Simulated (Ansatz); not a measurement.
B (α-B12), relaxed with HSE06 (Ansatz, an electronic-structure program, plane waves, PAW): a = b = 4.878 Å, c = 12.495 Å, α = β = 90.00°, γ = 120.00°.

- gap (eV) = 2.04

Q: The same phase is relaxed and computed with r²SCAN+D4 in the same code. What are the cell and these values now?

A: a = b = 4.8842 Å, c = 12.4844 Å, α = β = 90.00°, γ = 120.00°.

- gap (eV): 1.58

All cells were relaxed under the symmetry of their starts (and spin orders); stability against distortions was not tested throughout.

Potentials: the later of the program's two PAW sets.

Ansatz is a plane-wave DFT program.
